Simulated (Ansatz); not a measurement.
Consider the following.

NiSb (NiAs type, P6_3/mmc), a = b = 3.878 Å, c = 5.032 Å, α = β = 90.00°, γ = 120.00°.

This is the LDA-relaxed structure.

Question: All from LDA in the plane-wave PAW code Ansatz, unless another level is named. Give the electronic character.

Answer: metallic (no gap).

Question: And the density of states at the Fermi level?

Answer: 0.46 states/eV per atom (mean over ±0.08 eV).

Question: Predict the formation energy from the elements (no fitted shifts).

Answer: -0.32 eV/atom.

The cell was relaxed with LDA under the symmetry of its start; of distortions, only those at the zone centre were tested. No spin polarisation was allowed. The references are the lowest solids computed at this level, not always the standard phases. Scalar-relativistic: spin–orbit coupling is off unless named, which matters more the heavier the elements.

Potentials: the later of the program's two PAW sets.
